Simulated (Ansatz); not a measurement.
AlCr2C:
```cif
data_C2Al2Cr4
_chemical_formula_sum 'Al2 Cr4 C2'
_space_group_name_H-M_alt 'P63/mmc'
_space_group_IT_number 194
_space_group_name_Hall '-P 6c 2c'
_cell_length_a 2.82261
_cell_length_b 2.82261
_cell_length_c 12.63164
_cell_angle_alpha 90.000
_cell_angle_beta 90.000
_cell_angle_gamma 120.000
loop_
_atom_site_label
_atom_site_type_symbol
_atom_site_symmetry_multiplicity
_atom_site_Wyckoff_symbol
_atom_site_fract_x
_atom_site_fract_y
_atom_site_fract_z
_atom_site_occupancy
Al1 Al 2 d 0.66667 0.33333 0.25000 1
Cr1 Cr 4 f 0.33333 0.66667 0.08452 1
C1 C 2 a 0.00000 0.00000 0.00000 1
```

Relaxed at zero pressure with r²SCAN (plane waves, PAW; program Ansatz).

Q: The volume is raised by 9 % and shape and atoms relax at that volume. What pressure results, and how do the axes share the change?

A: -14.5 GPa; a 2.9 %, b 2.9 %, c 3.0 %; the energy rises by 48 meV/atom.

Q: Give the new structure.

A: 
Space group P6₃/mmc (No. 194); a = b = 2.9034 Å, c = 13.0131 Å, α = β = 90.00°, γ = 120.00°

| atom | site | symmetry | x | y | z |
|---|---|---|---|---|---|
| Al | 2d | -6m2 | 0.6667 | 0.3333 | 0.2500 |
| Cr | 4f | 3m. | 0.3333 | 0.6667 | 0.0813 |
| C | 2a | -3m. | 0.0000 | 0.0000 | 0.0000 |

The phase is kept; no other phase was compared at this pressure.

Space group P6_3/mmc. Symmetry was held in the r²SCAN relaxation. No spin polarisation was allowed.

Potentials: the later of the program's two PAW sets.
